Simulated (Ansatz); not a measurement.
Space group Pnma (No. 62). a = 6.589 Å, b = 7.318 Å, c = 4.763 Å, α = 90.00°, β = 90.00°, γ = 90.00°
```json
{"atom": "Al", "site": "4c", "symmetry": ".m.", "x": "0.0099", "y": "0.2500", "z": "0.9149"}
{"atom": "Al", "site": "8d", "symmetry": "1", "x": "0.1712", "y": "0.4437", "z": "0.3661"}
{"atom": "Ni", "site": "4c", "symmetry": ".m.", "x": "0.8708", "y": "0.2500", "z": "0.4424"}
```

Equation of state of this Al3Ni structure (not necessarily the ground state), with shape and atoms relaxed at each volume where symmetry leaves them free. It has no gap at any of these volumes. All numbers below come from Ansatz, DFT PBEsol, scalar-relativistic, plane waves, PAW.

Cutoff 420 eV; k points 6×6×8 on the computed 16-atom cell (Γ-centred); Gaussian smearing, width 0.10 eV; no spin polarisation.

| V (Å³/atom) | E − E(largest V) (meV/atom) | P (GPa) |
| --- | --- | --- |
| 12.630 | 51.97 | 20.41 |
| 13.061 | 5.99 | 14.05 |
| 13.491 | -24.21 | 8.60 |
| 13.922 | -40.87 | 3.97 |
| 14.352 | -46.03 | 0.00 |
| 14.783 | -41.36 | -3.38 |
| 15.213 | -28.30 | -6.25 |
| 15.788 | 0.00 | -9.41 |

**Question.** Fit a third-order Birch–Murnaghan equation to E(V).

**Answer.** V0 = 14.35 Å³/atom, B0 = 121 GPa, B0' = 4.3.

Cost: 8 runs of about 71 core-minutes in all, on AMD EPYC 7R43 (Zen 3) (shared hosts).